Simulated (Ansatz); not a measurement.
Relaxed-ion elastic tensor of FeS2 in space group Pa-3 (No. 205; Fe on 4a, S on 8c) in GPa (Voigt order), the program Ansatz at the PBEsol level (PAW); density 5.28 g/cm³, 12.57 Å³ per atom.

```json
[
 {"": "1", "1": "458", "2": "45.6", "3": "45.6", "4": "0.0", "5": "0.0", "6": "0.0"},
 {"": "2", "1": "45.6", "2": "458", "3": "45.6", "4": "0.0", "5": "0.0", "6": "0.0"},
 {"": "3", "1": "45.6", "2": "45.6", "3": "458", "4": "0.0", "5": "0.0", "6": "0.0"},
 {"": "4", "1": "0.0", "2": "0.0", "3": "0.0", "4": "125", "5": "0.0", "6": "0.0"},
 {"": "5", "1": "0.0", "2": "0.0", "3": "0.0", "4": "0.0", "5": "125", "6": "0.0"},
 {"": "6", "1": "0.0", "2": "0.0", "3": "0.0", "4": "0.0", "5": "0.0", "6": "125"}
]
```

Q: Is the crystal mechanically stable?

A: Yes: the smallest eigenvalue of C is 125 GPa.

Q: Work out the Voigt, Reuss and Hill averages.

A: K_V = 183, K_R = 183, K_H = 183; G_V = 158, G_R = 149, G_H = 153 GPa.

Q: Give Young's modulus, Poisson's ratio, Pugh's ratio and the universal anisotropy index.

A: E = 9KG/(3K + G) = 359 GPa; ν = 0.17; K/G = 1.19 (brittle by the Pugh limit of 1.75); A_U = 5G_V/G_R + K_V/K_R − 6 = 0.30.

Q: Estimate the sound speeds and the Debye temperature.

A: v_l = √((K + 4G/3)/ρ) = 8570 m/s, v_t = √(G/ρ) = 5390 m/s, mean 5930 m/s; Θ = (h/k)(3n/4πV)^(1/3) v_m = 759 K.

Q: Give the Zener ratio and Young's modulus along [100], [110] and [111].

A: A = 2C44/(C11 − C12) = 0.61; 1/E = S11 − 2(S11 − S12 − S44/2)Γ with Γ = 0, 1/4, 1/3 gives 450, 333, 306 GPa.

Q: Solve the Christoffel equation for the three sound speeds along [100], [110], [111].

A: Eigenvalues of C_ijkl n_j n_l equal ρv². In km/s, slowest first: [100] 4.87, 4.87, 9.31; [110] 4.87, 6.25, 8.45; [111] 5.83, 5.83, 8.15.

Symmetry was held in the PBEsol relaxation; of distortions, only those at the zone centre were tested. The workflow began spin-polarised and lost its moments.

Potentials: the later of the program's two PAW sets.
